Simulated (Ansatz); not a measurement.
LiF:
```
CELL_PARAMETERS angstrom
      0.00000     2.03391     2.03391
      2.03391     0.00000     2.03391
      2.03391     2.03391     0.00000
ATOMIC_POSITIONS crystal
  Li 0.00000 0.00000 0.00000
  F  0.50000 0.50000 0.50000
```

Relaxed with PBE.

Question: Map the electron localisation function on the plane through (0.000, 0.000, 0.000) spanned by u = [1, 0, 0] and v = [0, 1, -1] in lattice vectors, from DFT-PBE in the program Ansatz with PAW potentials.

Answer: x is the fraction of u, y of v (the angle between them is 90°; rows are the nearest grid lines); atoms in the plane: Li at (0.00, 0.00), F at (0.50, 0.50).
```
y \ x   0.000  0.0625  0.188  0.250  0.375  0.438  0.562  0.625  0.750  0.812  0.938   1.00
------  -----  ------  -----  -----  -----  -----  -----  -----  -----  -----  -----  -----
1.00    0.998   0.994  0.357  0.023  0.022  0.027  0.027  0.022  0.023  0.357  0.994  0.998
0.938   0.991   0.996  0.223  0.017  0.052  0.073  0.073  0.052  0.017  0.223  0.996  0.991
0.875   0.972   0.886  0.043  0.020  0.241  0.319  0.319  0.241  0.020  0.043  0.886  0.972
0.750   0.023   0.017  0.096  0.411  0.746  0.778  0.778  0.746  0.411  0.096  0.017  0.023
0.688   0.012   0.020  0.377  0.659  0.812  0.815  0.815  0.812  0.659  0.377  0.020  0.012
0.625   0.022   0.052  0.562  0.746  0.810  0.765  0.765  0.810  0.746  0.562  0.052  0.022
0.562   0.027   0.074  0.628  0.778  0.766  0.624  0.624  0.766  0.778  0.628  0.074  0.027
0.438   0.027   0.074  0.628  0.778  0.766  0.624  0.624  0.766  0.778  0.628  0.074  0.027
0.375   0.022   0.052  0.562  0.746  0.810  0.765  0.765  0.810  0.746  0.562  0.052  0.022
0.312   0.012   0.020  0.377  0.659  0.812  0.815  0.815  0.812  0.659  0.377  0.020  0.012
0.250   0.023   0.017  0.096  0.411  0.746  0.778  0.778  0.746  0.411  0.096  0.017  0.023
0.125   0.972   0.886  0.043  0.020  0.241  0.319  0.319  0.241  0.020  0.043  0.886  0.972
0.0625  0.991   0.996  0.223  0.017  0.052  0.073  0.073  0.052  0.017  0.223  0.996  0.991
0.000   0.998   0.994  0.357  0.023  0.022  0.027  0.027  0.022  0.023  0.357  0.994  0.998
```

The density is the valence pseudo-density with augmentation charge, so density and ELF within about 1 Å of a nucleus are not all-electron values.

Space group Fm-3m (rock salt). The PBE relaxation kept the symmetry of its start; phonons on a q-mesh show no instability.

Potentials: the later of the program's two PAW sets.
